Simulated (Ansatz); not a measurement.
Varying the input for Mg₃Te

The reference input for Ansatz (plane-wave DFT with PAW):

```yaml
crystal:
  lattice:
    - [-2.13936, 2.13936, 5.282488]
    - [2.13936, -2.13936, 5.282488]
    - [2.13936, 2.13936, -5.282488]
  atoms:
    - { symbol: Mg, position: [0.5, 0.5, 0.0] }
    - { symbol: Mg, position: [0.75, 0.25, 0.5] }
    - { symbol: Mg, position: [0.25, 0.75, 0.5] }
    - { symbol: Te, position: [0.0, 0.0, 0.0] }
basis:
  ecutwfc: 420
kpoints:
  mp_grid: { grid: [6, 6, 6] }
hamiltonian:
  xc: pbe
scf:
  occupations: { method: gaussian, width: 0.1 }
output:
  forces: true
  stress: true
  eigenvalues: true
```

Command:

```bash
ansatz run input.yaml --threads 1 --pin off --max-ram 1331MiB --backend cpu --events-out ev --progress --plain --runs-dir out
```

The run converges in 6 SCF iterations on 30 irreducible k-points: pressure 0.15 GPa, no gap. The run took 7 s on 1 thread of Arm Neoverse N1 (shared host), peak memory 0.37 GiB.

The inputs are trials, many of them unsound on purpose. Their numbers show the effect of the settings and aren't properties of the material. Each trial's input is given as a difference from the reference's; energies are extrapolated to zero smearing where there is one, and pressure is positive in compression. Charged cells sit in a uniform background, and their pressures hang on that convention.

**Question.** Trial 1:

```diff
 basis:
-  ecutwfc: 420
+  ecutwfc: 270
 hamiltonian:
-  xc: pbe
+  xc: lda
```

What happens?

**Answer.** The run converges in 7 SCF iterations on 30 irreducible k-points: pressure -2.29 GPa, no gap. It took 4 s. It warns that the cutoff lies under the recommended one, 420 eV for these potentials.

**Question.** Trial 2:

```diff
 kpoints:
-  mp_grid: { grid: [6, 6, 6] }
+  mp_grid: { grid: [4, 1, 1] }
 scf:
+  max_iter: 30
+  convergence: { dr2_threshold: "1e-11 eV" }
```

How does this run end?

**Answer.** The run converges in 10 SCF iterations on 3 irreducible k-points: energy 335 meV per atom above the reference, pressure 5.11 GPa, largest force 0.161 eV/Å, gap on the sampled k-points 0.63 eV (the reference is a metal, so it comes from the sampling or the changed settings). It took 2.1 s. It warns that the mesh lowers the symmetry.

**Question.** Trial 3:

```diff
 crystal:
   lattice:
-    - [-2.13936, 2.13936, 5.282488]
-    - [2.13936, -2.13936, 5.282488]
-    - [2.13936, 2.13936, -5.282488]
+    - [-2.2670765875, 2.2670765875, 5.5978446211]
+    - [2.2670765875, -2.2670765875, 5.5978446211]
+    - [2.2670765875, 2.2670765875, -5.5978446211]
+total_charge: 0.25
 basis:
-  ecutwfc: 420
+  ecutwfc: 60
+  ecutrho_ratio: 2
 kpoints:
-  mp_grid: { grid: [6, 6, 6] }
+  mp_grid: { grid: [4, 4, 4], shift: [0.55, 0.6, 0.56] }
 hamiltonian:
-  xc: pbe
+  xc: r2scan
 scf:
+  max_iter: 78
```

What happens?

**Answer.** It warns that the cutoff lies under the recommended one, 500 eV for these potentials; that the mesh lowers the symmetry. The SCF settles after 12 iterations, but the program refuses the result:

```text
Error: refused after 12 iterations: one_centre_occupation = 2.65e0 (threshold 2.00e0); read on the Te atom at site 3 (counted from 0), in its partial waves of l = 0. The loop had accepted its state. The figure is how many electrons the atom's PAW partial-wave expansion lays in one spin orbital inside its sphere …
```

**Question.** Trial 4:

```diff
 kpoints:
-  mp_grid: { grid: [6, 6, 6] }
+  mp_grid: { grid: [3, 4, 5] }
```

How does this run end?

**Answer.** The run converges in 7 SCF iterations on 31 irreducible k-points: energy 0.94 meV per atom above the reference, pressure 0.05 GPa, largest force 0.031 eV/Å, no gap. It took 7.7 s. It warns that the mesh lowers the symmetry.

**Question.** Trial 5 (volume scaled):

```diff
 crystal:
   lattice:
-    - [-2.13936, 2.13936, 5.282488]
-    - [2.13936, -2.13936, 5.282488]
-    - [2.13936, 2.13936, -5.282488]
+    - [-2.254304054, 2.254304054, 5.5663067991]
+    - [2.254304054, -2.254304054, 5.5663067991]
+    - [2.254304054, 2.254304054, -5.5663067991]
 basis:
-  ecutwfc: 420
+  ecutwfc: "16 Ry"
 kpoints:
-  mp_grid: { grid: [6, 6, 6] }
+  mp_grid: { grid: [7, 1, 1], shift: [0.5, 0.5, 0.5] }
 scf:
+  lower_state_search: "off"
+  mixing: { beta: 0.33 }
+  initial_density: { chi_scale: 0, normalization: atom }
+  max_iter: 78
+magnetization:
+  spin_polarized: true
+  initial_magnetization: 1.0
```

What does the program give?

**Answer.** The run converges in 18 SCF iterations on 4 irreducible k-points: energy 2.12 eV per atom above the reference, pressure 1.91 GPa (unreliable at so low a cutoff), largest force 0.442 eV/Å (unreliable too), cell moment 0.00 μB. It took 3.3 s. It warns that the cutoff lies under the recommended one, 420 eV for these potentials; that the starting moments were lost; that the mesh lowers the symmetry.

**Question.** Trial 6:

```diff
 kpoints:
-  mp_grid: { grid: [6, 6, 6] }
+  mp_grid: { grid: [2, 2, 2] }
 hamiltonian:
-  xc: pbe
+  xc: rpbe
 scf:
-  occupations: { method: gaussian, width: 0.1 }
+  occupations: { method: methfessel_paxton, width: 0.041 }
 output:
-  forces: true
-  stress: true
+  forces: false
+  stress: false
+relax:
+  adjacent_minimum: "off"
+  f_tol: 0.005
+  max_steps: 10
+magnetization:
+  spin_polarized: true
```

What happens?

**Answer.** The relaxation ends after 1 step and 16 SCF iterations, 0.00 meV per atom in free energy under its start, at 24.18 Å³/atom: no gap, cell moment 0.00 μB. It took 4.2 s. It warns that no starting moments were given.

**Question.** Trial 7:

```diff
-basis:
-  ecutwfc: 420
+basis: {}
 hamiltonian:
-  xc: pbe
+  xc: pbesol
 scf:
-  occupations: { method: gaussian, width: 0.1 }
+  occupations: { method: fixed }
+  max_iter: 55
```

What does the program give?

**Answer.** The run converges in 6 SCF iterations on 30 irreducible k-points: pressure -0.42 GPa, no gap. It took 8.9 s. It warns that bands overlap at the filling; that the bands looked metallic on the way.

**Question.** Trial 8:

```diff
+total_charge: 2
 basis:
-  ecutwfc: 420
+  ecutwfc: 280
 kpoints:
-  mp_grid: { grid: [6, 6, 6] }
+  mp_grid: { kspacing: 0.68 }
+  band_path: { path: [[0, 0, 0], [0.5, 0, 0], [0.5, 0.5, 0.5]], npoints: 8 }
 scf:
+  lower_state_search: standard
+  convergence: { dr2_threshold: "1e-9 eV" }
```

What happens?

**Answer.** The run converges in 9 SCF iterations on 13 irreducible k-points: pressure 5.74 GPa (with the neutralising background of the charged cell), no gap. It took 3.8 s. It warns that the cutoff lies under the recommended one, 420 eV for these potentials; that the SCF threshold is loose for the stress.

**Question.** Trial 9:

```diff
 scf:
-  occupations: { method: gaussian, width: 0.1 }
+  occupations: { method: tetrahedron_uncorrected }
+  max_iter: 300
```

What does the program give?

**Answer.** The run converges in 7 SCF iterations on 30 irreducible k-points: energy 29.6 meV per atom above the reference, pressure 0.32 GPa, no gap. It took 7.9 s. It warns that the printed bands weren't solved further after the SCF.

**Question.** Trial 10:

```diff
 kpoints:
-  mp_grid: { grid: [6, 6, 6] }
+  mp_grid: { grid: [4, 4] }
 scf:
-  occupations: { method: gaussian, width: 0.1 }
+  occupations: { method: methfessel_paxton, width: "0.005 Ry" }
+  max_iter: 52
```

What happens?

**Answer.** The program refuses the input:

```text
Error: YAML parse error: error: line 14 column 14: invalid length 2, expected an array of length 3
```

Next try, with these keys changed back:

```diff
 kpoints:
-  mp_grid: { grid: [4, 4] }
+  mp_grid: { grid: [6, 6, 6] }
```

The run converges in 6 SCF iterations on 30 irreducible k-points: energy 0.06 meV per atom below the reference, pressure 0.14 GPa, no gap. It took 7.1 s.

**Question.** Trial 11:

```diff
 hamiltonian:
-  xc: pbe
+  xc: lda
```

How does this run end?

**Answer.** The run converges in 7 SCF iterations on 30 irreducible k-points: pressure -2.29 GPa, no gap. It took 7.6 s.

**Question.** Trial 12:

```diff
 kpoints:
-  mp_grid: { grid: [6, 6, 6] }
+  mp_grid: { grid: [2, 2, 2] }
 scf:
+  n_extra_bands: 5
```

How does this run end?

**Answer.** The run converges in 7 SCF iterations on 4 irreducible k-points: energy 127 meV per atom above the reference, pressure 2.41 GPa, no gap. It took 1.7 s.